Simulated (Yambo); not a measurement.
G0W0@LDA for Si (space group P6_3/mmc, No. 194) in Yambo. Reference settings: 6×6×2 Γ-centred k mesh, 176 bands and a 10 Ry block in the screening, 176 bands in G with the Bruneval-Gonze terminator, plasmon pole fitted at 27.2 eV. The LDA gap Γ → M on this mesh is 0.27 eV; G0W0 gaps are taken between the same points.

The settings were changed. The gap went from 0.99 eV to 0.77 eV, and the shift of the valence edge from -0.69 eV to -0.37 eV.

Task: What was changed between the two runs?
A) 4 Ry block
B) no random integration
C) pole fitted at 15 eV
D) no terminator

Result: A, 4 Ry block. The others gave (gap, valence shift): pole fitted at 15 eV: 0.97, -0.60 eV; no random integration: 0.98, -0.65 eV; no terminator: 0.96, -0.64 eV.

Geometry relaxed with LDA; primitive cell a = 3.7993 Å, b = 3.7993 Å, c = 6.2738 Å, α = 90.00°, β = 90.00°, γ = 120.00°.

This is not the ordinary phase of the substance; no match was found in the copy of COD used, and its stability was not checked.

A shift is the quasiparticle energy of the state minus its LDA energy.
